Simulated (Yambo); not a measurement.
Yambo run on CdS (zinc blende, space group F-43m, No. 216). The wavefunctions are LDA (Quantum ESPRESSO, PseudoDojo norm-conserving, 102 Ry, without SOC) ones on a 4×4×4 mesh (13 occupied bands); a = b = c = 4.0717 Å, α = β = γ = 60.00°.

Yambo input:

```
rim_cut
HF_and_locXC
RandQpts= 1000000
RandGvec= 1 Ry
EXXRLvcs= 102 Ry
VXCRLvcs= 408 Ry
% QPkrange
 1 | 1 | 13 | 14 |
 3 | 3 | 13 | 14 |
%
```

k points by index: 1 = Γ, 3 = L.

The o-*.hf file then holds:

```
#    K-point    Band    Eo [eV]    Ehf [eV]    Vxc [eV]    Vnlxc [eV]
#
    1    13    0.000000    -3.039581    -15.51199    -18.55158
    1    14    0.943459    5.202593    -11.15774    -6.898607
    3    13    -0.826946    -4.035560    -14.50983    -17.71845
    3    14    2.814139    7.485105    -11.51923    -6.848267
```
Exchange alone, without screening.

Geometry relaxed with LDA.
